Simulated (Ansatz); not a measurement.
AlOF:
```
CELL_PARAMETERS angstrom
     -5.20152     0.00000     0.00000
     -0.10932    -0.16326    -5.75424
     -2.58317    -4.82751     0.00000
ATOMIC_POSITIONS crystal
  Al 0.51216 0.20947 0.47090
  Al 0.02013 0.80809 0.51918
  Al 0.46029 0.47768 0.99856
  O  0.57273 0.25232 0.14147
  F  0.23175 0.98257 0.61365
  O  0.19189 0.64891 0.23994
  F  0.79650 0.02199 0.47385
  F  0.78095 0.68190 0.83653
  O  0.43359 0.41707 0.70594
```

Relaxed with PBE. Special points in fractions of this cell's reciprocal vectors: Γ (0.000, 0.000, 0.000); X (0.500, 0.000, 0.000); Y (0.000, 0.500, 0.000); Z (0.000, 0.000, 0.500); R (0.500, 0.500, 0.500); T (0.000, 0.500, 0.500); U (0.500, 0.000, 0.500); V (0.500, 0.500, 0.000).

Problem. List the band energies nearest the valence-band maximum at these points for plane-wave PAW PBE (Ansatz code).

Solution. In eV from the valence-band maximum; about four levels below and three above (degenerate sets whole), none deeper than 8.9 eV; points with the same levels are listed once.

```
k                    below           above
-  -----------------------  --------------
Γ  -0.70 -0.54 -0.18 -0.06  4.04 8.11 8.64
X   -0.62 -0.51 -0.12 0.00  6.35 6.66 8.44
Y  -0.66 -0.51 -0.14 -0.06  5.73 5.78 8.76
Z  -0.63 -0.44 -0.28 -0.04  5.76 6.82 8.69
R  -0.62 -0.54 -0.20 -0.04  6.94 7.38 7.61
T  -0.62 -0.54 -0.19 -0.13  6.52 7.36 7.82
U  -0.64 -0.54 -0.28 -0.06  6.18 6.76 8.57
V   -0.57 -0.34 -0.19 0.00  6.94 7.38 7.83
```

Space group P1. The start of the workflow was typed in or built on a structure type; neither database checked (COD, Materials Project) lists it. Its standing as an ambient phase is unchecked. The cell was relaxed with PBE; its stability against distortions is not shown here.

Potentials: the earlier of the program's two PAW sets.
